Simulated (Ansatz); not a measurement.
Ansatz (a quantum-chemistry and plane-wave program) input:

Ansatz 0.2 input:
```yaml
crystal:
  lattice:
    - [5.2583494532, 0.0, 0.0]
    - [0.0, 5.2583494532, 0.0]
    - [0.0, 0.0, 5.2583494532]
  atoms:
    - { symbol: Nb, position: [0.25, 0.0, 0.5] }
    - { symbol: Nb, position: [0.75, 0.0, 0.5] }
    - { symbol: Nb, position: [0.5, 0.75, 0.0] }
    - { symbol: Nb, position: [0.5, 0.25, 0.0] }
    - { symbol: Nb, position: [0.0, 0.5, 0.75] }
    - { symbol: Nb, position: [0.0, 0.5, 0.25] }
    - { symbol: Sn, position: [0.0, 0.0, 0.0] }
    - { symbol: Sn, position: [0.5, 0.5, 0.5] }
kpoints:
  mp_grid: { grid: [16, 16, 16] }
hamiltonian:
  xc: pbesol
  pseudopotentials: { azcp: { folder: ./paw }, kind: paw }
scf:
  occupations: { method: fermi_dirac, width: 0.1 }
elastic: { mode: relaxed_ion, stencil: two_point, amplitude: 0.005, f_tol: 0.0005 }
```

Output (shortened):

```
Pseudopotential: Nb, paw, valence charge 13
Pseudopotential: Sn, paw, valence charge 14
Functional definition: PBEsol
Crystal: 8 atoms, lattice volume = 145.395 Å³
Basis set: ecut = 420 eV, 2897 PW (Γ), exchange–correlation on 72×72×72 points (8 copies of the dense FFT grid, shifted against one another)
Bands: 64, of which v1, the nominal top of the filled ones, is band 53 counted from 1 (52 counted from 0)
Symmetry: 48 space group operations
Space group: Pm-3n (ITA 223), of the structure as read, at distance tolerance 5.3e-5 Å
k-points: 165 of 4096
the search or the solves at the SCF's close seem to have found levels that the self-consistency loop had missed (the run counts 1) …
SCF 1 converged in 11 iterations: F = -38874.504983 eV  dr2 = 1.40e-14
Crystal: 8 atoms, lattice volume = 144.668 Å³
Basis set: ecut = 420 eV, 2849 PW (Γ), exchange–correlation on 72×72×72 points (8 copies of the dense FFT grid, shifted against one another)
Symmetry: 16 space group operations
k-points: 405 of 4096
SCF 2 converged in 10 iterations: F = -38874.500777 eV  dr2 = 2.44e-14
relax step   1: F+E_penalty+E_count = -38874.50077706 eV  Δ(F+E_penalty+E_count) = +0.000e0 eV  max|allowed force component| = 5.249e-2 eV/Å  Δτ_max = 0.0000 Å  (10 SCF iters, accepted)
Crystal: 8 atoms, lattice volume = 144.668 Å³
SCF 3 converged in 8 iterations: F = -38874.501280 eV  dr2 = 5.16e-14
relax step   2: F+E_penalty+E_count = -38874.50127996 eV  Δ(F+E_penalty+E_count) = -5.029e-4 eV  max|allowed force component| = 1.288e-2 eV/Å  Δτ_max = 0.0038 Å  (8 SCF iters, accepted)
Crystal: 8 atoms, lattice volume = 144.668 Å³
SCF 4 converged in 7 iterations: F = -38874.501312 eV  dr2 = 7.92e-14
relax step   3: F+E_penalty+E_count = -38874.50131189 eV  Δ(F+E_penalty+E_count) = -3.193e-5 eV  max|allowed force component| = 1.217e-4 eV/Å  Δτ_max = 0.0012 Å  (7 SCF iters, accepted)
Crystal: 8 atoms, lattice volume = 144.668 Å³
SCF 5 converged in 12 iterations: F = -38874.501312 eV  dr2 = 0.0
Crystal: 8 atoms, lattice volume = 146.122 Å³
SCF 6 converged in 10 iterations: F = -38874.501957 eV  dr2 = 2.15e-14
relax step   1: F+E_penalty+E_count = -38874.50195748 eV  Δ(F+E_penalty+E_count) = +0.000e0 eV  max|allowed force component| = 5.134e-2 eV/Å  Δτ_max = 0.0000 Å  (10 SCF iters, accepted)
Crystal: 8 atoms, lattice volume = 146.122 Å³
SCF 7 converged in 8 iterations: F = -38874.502492 eV  dr2 = 6.76e-14
relax step   2: F+E_penalty+E_count = -38874.50249217 eV  Δ(F+E_penalty+E_count) = -5.347e-4 eV  max|allowed force component| = 2.821e-3 eV/Å  Δτ_max = 0.0049 Å  (8 SCF iters, accepted)
Crystal: 8 atoms, lattice volume = 146.122 Å³
SCF 8 converged in 7 iterations: F = -38874.502494 eV  dr2 = 2.55e-14
relax step   3: F+E_penalty+E_count = -38874.50249378 eV  Δ(F+E_penalty+E_count) = -1.613e-6 eV  max|allowed force component| = 8.386e-6 eV/Å  Δτ_max = 0.0003 Å  (7 SCF iters, accepted)
Crystal: 8 atoms, lattice volume = 146.122 Å³
SCF 9 converged in 12 iterations: F = -38874.502494 eV  dr2 = 1.95e-19
Crystal: 8 atoms, lattice volume = 145.394 Å³
Basis set: ecut = 420 eV, 2873 PW (Γ), exchange–correlation on 72×72×72 points (8 copies of the dense FFT grid, shifted against one another)
Symmetry: 8 space group operations
k-points: 657 of 4096
SCF 10 converged in 9 iterations: F = -38874.504177 eV  dr2 = 5.37e-14
relax step   1: F+E_penalty+E_count = -38874.50417731 eV  Δ(F+E_penalty+E_count) = +0.000e0 eV  max|allowed force component| = 3.262e-2 eV/Å  Δτ_max = 0.0000 Å  (9 SCF iters, accepted)
Crystal: 8 atoms, lattice volume = 145.394 Å³
SCF 11 converged in 9 iterations: F = -38874.504339 eV  dr2 = 1.03e-14
relax step   2: F+E_penalty+E_count = -38874.50433893 eV  Δ(F+E_penalty+E_count) = -1.616e-4 eV  max|allowed force component| = 2.594e-2 eV/Å  Δτ_max = 0.0116 Å  (9 SCF iters, accepted)
Crystal: 8 atoms, lattice volume = 145.394 Å³
SCF 12 converged in 8 iterations: F = -38874.504601 eV  dr2 = 4.13e-14
relax step   3: F+E_penalty+E_count = -38874.50460140 eV  Δ(F+E_penalty+E_count) = -2.625e-4 eV  max|allowed force component| = 2.368e-4 eV/Å  Δτ_max = 0.0051 Å  (8 SCF iters, accepted)
Crystal: 8 atoms, lattice volume = 145.394 Å³
SCF 13 converged in 12 iterations: F = -38874.504601 eV  dr2 = 0.0
Crystal: 8 atoms, lattice volume = 145.394 Å³
SCF 14 converged in 9 iterations: F = -38874.504177 eV  dr2 = 5.37e-14
relax step   1: F+E_penalty+E_count = -38874.50417731 eV  Δ(F+E_penalty+E_count) = +0.000e0 eV  max|allowed force component| = 3.262e-2 eV/Å  Δτ_max = 0.0000 Å  (9 SCF iters, accepted)
Crystal: 8 atoms, lattice volume = 145.394 Å³
SCF 15 converged in 8 iterations: F = -38874.504601 eV  dr2 = 7.61e-14
relax step   2: F+E_penalty+E_count = -38874.50460129 eV  Δ(F+E_penalty+E_count) = -4.240e-4 eV  max|allowed force component| = 5.252e-4 eV/Å  Δτ_max = 0.0064 Å  (8 SCF iters, accepted)
Crystal: 8 atoms, lattice volume = 145.394 Å³
SCF 16 converged in 11 iterations: F = -38874.504601 eV  dr2 = 0.0
relax step   3: F+E_penalty+E_count = -38874.50460142 eV  Δ(F+E_penalty+E_count) = -1.251e-7 eV  max|allowed force component| = 1.425e-4 eV/Å  Δτ_max = 0.0001 Å  (11 SCF iters, accepted)
Crystal: 8 atoms, lattice volume = 145.394 Å³
SCF 17 converged in 12 iterations: F = -38874.504601 eV  dr2 = 0.0
SCF converged after 11 iterations
Free energy (F): -38874.504983 eV
Harris-Foulkes:  -38874.504983 eV  (|F-HF|=7.28e-12)
Internal energy: -38874.172307 eV  (E = F + TS)
E sigma→0 (E₀):  -38874.338645 eV
Entropy (-TS):   -0.332675 eV (-41.584 meV/atom)
Fermi energy:    17.471640 eV
--- Per-component energies (eV) ---
  E_band       = -410.436805
  E_kinetic    = 2584.632297
  E_local      = -5364.528776  (includes V_loc(G=0)·N_el)
  E_nonlocal   = 876.282514
  E_hartree    = 2112.991604
  E_xc         = -1241.494510
  E_vxc        = -1367.424105  (∫ρ·V_xc dr)
  E_paw        = -26754.299360  (= ΣΔE_a)
  E_vpaw       = -1365.382787  (= ΣTr[D̂ρ^β])
  E_aug_tail   = 0.000847  (compensation charges beyond the density's cutoff)
  E_ewald      = -11089.458861
  E_core_change = 1.701936  (= ΣΔE_core)
  E_smearing   = -0.332675  (= −TS)
  E_closure    = 0.000000  (closes the sum)
  Σ components = -38874.504983   (vs F -38874.504983, Δ=0.00e0)
--- Forces (eV/Å), atoms counted from 1 ---
  atom   1  Nb     0.00000000     0.00000000     0.00000000
  atom   2  Nb     0.00000000     0.00000000     0.00000000
  atom   3  Nb     0.00000000     0.00000000     0.00000000
  atom   4  Nb     0.00000000     0.00000000     0.00000000
  atom   5  Nb     0.00000000     0.00000000     0.00000000
  atom   6  Nb     0.00000000     0.00000000     0.00000000
  atom   7  Sn     0.00000000     0.00000000     0.00000000
  atom   8  Sn     0.00000000     0.00000000     0.00000000
  max |Σ_I F_I| component: 8.67e-18 eV/Å
--- Stress (GPa, compression-positive) ---
        0.118666       0.000000       0.000000
        0.000000       0.118666       0.000000
        0.000000       0.000000       0.118666
  P = ⅓ Tr σ = 0.1187 GPa (1.187 kbar)
--- Band table (eV; the first three rows and the last of 165) ---
  k-point 0: bands = ["-36.9773", "-36.8987", "-36.8987", "-36.6627", "-36.6627", "-36.6627", "-13.9776", "-13.9776", "-13.8199", "-13.2290", "-13.2290", "-13.2290", "-12.8504", "-12.8504", "-12.8504", "-12.8261", "-12.8261", "-12.8261", "-12.7283", …
  k-point 1: bands = ["-36.9760", "-36.8992", "-36.8970", "-36.6653", "-36.6627", "-36.6627", "-13.9770", "-13.9677", "-13.8155", "-13.2285", "-13.2285", "-13.2246", "-12.8604", "-12.8604", "-12.8492", "-12.8299", "-12.8151", "-12.8151", "-12.7296", …
  k-point 2: bands = ["-36.9723", "-36.9009", "-36.8920", "-36.6728", "-36.6628", "-36.6628", "-13.9750", "-13.9442", "-13.7964", "-13.2272", "-13.2272", "-13.2116", "-12.8755", "-12.8755", "-12.8458", "-12.8411", "-12.7971", "-12.7971", "-12.7334", …
  k-point 164: bands = ["-36.7957", "-36.7957", "-36.7957", "-36.7957", "-36.7957", "-36.7957", "-13.1626", "-13.1626", "-13.1197", "-13.1197", "-13.1197", "-13.1197", "-13.1197", "-13.1197", "-12.8395", "-12.8395", "-12.8395", "-12.8395", "-12.8395", …
--- Elastic constants: 2 strain directions × 2 members + reference (group order 48) ---
  dense FFT box of the reference and of every strained cell: 36×36×36
  strains applied: 11, 23; error gains: componentwise 1.00 (the most a stress slope's error grows in a printed constant), spectral 1.73 (1 for all six strains …
  C = ∂σ_k/∂η_j (tension-positive GPa; Voigt order 11 22 33 23 13 12):
       271.765    128.921    128.921      0.000      0.000      0.000
       128.921    271.765    128.921      0.000      0.000      0.000
       128.921    128.921    271.765      0.000      0.000      0.000
         0.000      0.000      0.000     33.671      0.000      0.000
         0.000      0.000      0.000      0.000     33.671      0.000
         0.000      0.000      0.000      0.000      0.000     33.671
  reference stress σ⁰ (GPa):     -0.119     -0.119     -0.119      0.000      0.000      0.000
  moduli (Voigt/Reuss/Hill, GPa): K = 176.54/176.54/176.54   G = 48.77/42.70/45.73   E = 126.30   ν = 0.381
  mechanically stable: yes (min eigenvalue of sym C = 33.67 GPa)
  strain η (Voigt 11):  stress-route row diagonal C_11 = 271.76 GPa, energy-path curvature d²(F+E_count+ΔE)/dδ²/Ω₀ = 271.53 GPa
         δ    σ_11 (GPa)             F (eV)   n_scf  n_hpsi   n_pw
    -5.000e-3      -1.5119      -38874.5013119      12  480309   2864   relax 3 steps, max|allowed force component| 1.22e-4 eV/Å
     5.000e-3       1.2057      -38874.5024938      12  480411   2897   relax 3 steps, max|allowed force component| 8.39e-6 eV/Å
  strain η (Voigt 23):  stress-route row diagonal C_44 = 33.67 GPa, energy-path curvature d²(F+E_count+ΔE)/dδ²/Ω₀ = 33.64 GPa
         δ    σ_23 (GPa)             F (eV)   n_scf  n_hpsi   n_pw
    -5.000e-3      -0.1684      -38874.5046014      12  778626   2873   relax 3 steps, max|allowed force component| 2.37e-4 eV/Å
     5.000e-3       0.1684      -38874.5046014      12  778251   2873   relax 3 steps, max|allowed force component| 1.43e-4 eV/Å
```

Cost: about 70 core-minutes (a rough figure) on shared cores.

The PBEsol relaxation kept the symmetry of its start; of distortions, only those at the zone centre were tested. The run is not spin-polarised. As this level gives no gap, shear constants depend on the k-mesh and smearing (Fermi–Dirac, 0.1 eV here). Spin–orbit coupling is left out wherever it is not named.

Potentials: the earlier of the program's two PAW sets.

Ansatz is a plane-wave DFT program.
